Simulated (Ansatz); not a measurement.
## In3Sb (Pm-3m): electronic heat capacity and spin susceptibility from the density of states

Level of theory: Ansatz 0.2.0, DFT PBEsol+D3(BJ), scalar-relativistic, plane waves, PAW.

Settings: cutoff 420 eV, Γ-centred mesh 10×10×10 on the computed 4-atom cell, Gaussian smearing of 0.10 eV; no spin polarisation.

Relaxed cell: Pm-3m, a = 4.640 Å, b = 4.640 Å, c = 4.640 Å, α = 90.00°, β = 90.00°, γ = 90.00°, 4 atoms in the primitive cell. Whether it is the stable form of this composition wasn't checked.

The density of states at the Fermi level is 1.851 states/eV in the cell of 4 atoms (1 formula unit; both spins, tetrahedra on a 15×15×15 mesh).

**Question.** What Sommerfeld coefficient and Pauli susceptibility does this give?

**Answer.** Per formula unit N(E_F) = 1.851 states/eV. γ = (π²/3) k_B² N(E_F) N_A = 2.357 mJ/(mol K²) per state/eV, so γ = 4.4 mJ/(mol K²), a mole of formula units. χ_P = μ_B² N(E_F) N_A = 3.23×10⁻⁵ emu/mol per state/eV gives 6.0×10⁻⁵ emu/mol. This is the bare band result: a measured γ of the same phase is as a rule larger by a factor 1 + λ from phonons and spin fluctuations, the spin part of χ is larger by the Stoner factor, and a measured χ also holds orbital and core terms. N(E_F) at one energy is sensitive to the mesh where the density of states has sharp peaks.

Spin-orbit coupling is left out, which matters for the bands of heavy elements.

Cost: 1 run of about 0.74 core-minutes, on Intel Xeon Platinum 8488C (Sapphire Rapids) (shared hosts).